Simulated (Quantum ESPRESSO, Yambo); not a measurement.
NaCl (rock salt, space group Fm-3m, No. 225) under isotropic strain (on all lattice vectors), counted from the cell relaxed with PBEsol, atoms relaxed at each step. PBEsol (Quantum ESPRESSO, PseudoDojo norm-conserving, 88 Ry, scalar-relativistic); G0W0 in Yambo (4×4×4 Γ-centred k mesh, bands 2 to 98 and a 10 Ry block in the screening, 98 bands in G with the Bruneval-Gonze terminator, plasmon pole fitted at 27.2 eV).

```json
[
 {"strain s (%)": "-3", "PBEsol direct gap at Γ (eV)": "?", "G0W0 direct gap at Γ (eV)": "?"},
 {"strain s (%)": "-1.5", "PBEsol direct gap at Γ (eV)": "5.184", "G0W0 direct gap at Γ (eV)": "8.298"},
 {"strain s (%)": "-0.7", "PBEsol direct gap at Γ (eV)": "5.089", "G0W0 direct gap at Γ (eV)": "8.195"},
 {"strain s (%)": "0", "PBEsol direct gap at Γ (eV)": "5.008", "G0W0 direct gap at Γ (eV)": "8.116"},
 {"strain s (%)": "+1", "PBEsol direct gap at Γ (eV)": "4.899", "G0W0 direct gap at Γ (eV)": "8.011"},
 {"strain s (%)": "+2", "PBEsol direct gap at Γ (eV)": "4.796", "G0W0 direct gap at Γ (eV)": "7.908"}
]
```

Fit a parabola in s to each column by least squares and predict the withheld row.

PBEsol: E = 5.008 − 0.1125 s + 0.0032 s² (largest residual 0 meV), giving 5.375 eV at s = -3; the run gave 5.376 eV, a miss of 2 meV. G0W0: E = 8.116 − 0.1130 s + 0.0047 s² (largest residual 3 meV), giving 8.498 eV at s = -3; the run gave 8.500 eV, a miss of 3 meV. The withheld row lies outside the fitted range, so this is an extrapolation. The GW settings are held fixed; their convergence isn't established. The screening block changes size along the series (169 vectors at -3 %, 181 vectors at -1.5 %, 181 vectors at -0.7 %, 181 vectors at +0 %, 181 vectors at +1 %, 181 vectors at +2 %), which puts steps into the G0W0 values.
